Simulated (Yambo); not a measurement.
G0W0@LDA for Cs₂ScAgCl₆ (space group Fm-3m, No. 225) in Yambo. Reference settings: 2×2×2 Γ-centred k mesh, bands 6 to 315 and a 6 Ry block in the screening, 315 bands in G with the Bruneval-Gonze terminator, plasmon pole fitted at 27.2 eV. The LDA gap L → X on this mesh is 3.14 eV; G0W0 gaps are taken between the same points.

With and without the terminator, as bands are cut:

```json
[
 {"bands in G (in W)": "126 (315)", "gap, terminator (eV)": "6.034", "gap, none (eV)": "6.090", "valence shift, terminator (eV)": "-1.179", "valence shift, none (eV)": "-0.575"},
 {"bands in G (in W)": "207 (315)", "gap, terminator (eV)": "6.017", "gap, none (eV)": "6.071", "valence shift, terminator (eV)": "-1.237", "valence shift, none (eV)": "-0.891"},
 {"bands in G (in W)": "315 (315)", "gap, terminator (eV)": "5.998", "gap, none (eV)": "6.022", "valence shift, terminator (eV)": "-1.251", "valence shift, none (eV)": "-1.036"}
]
```

Over this range the gap spans 0.036 eV with the terminator and 0.068 eV without, the valence shift 0.072 eV and 0.461 eV. Neither column has reached its limit for certain.

Spin-orbit coupling is not included.

Geometry of the Materials Project entry, not relaxed at this level; primitive cell a = 7.4964 Å, b = 7.4964 Å, c = 7.4964 Å, α = 60.00°, β = 60.00°, γ = 60.00°.

The structure is a Materials Project entry; no match was found in the copy of COD used, and its stability was not checked.

A shift is the quasiparticle energy of the state minus its LDA energy.
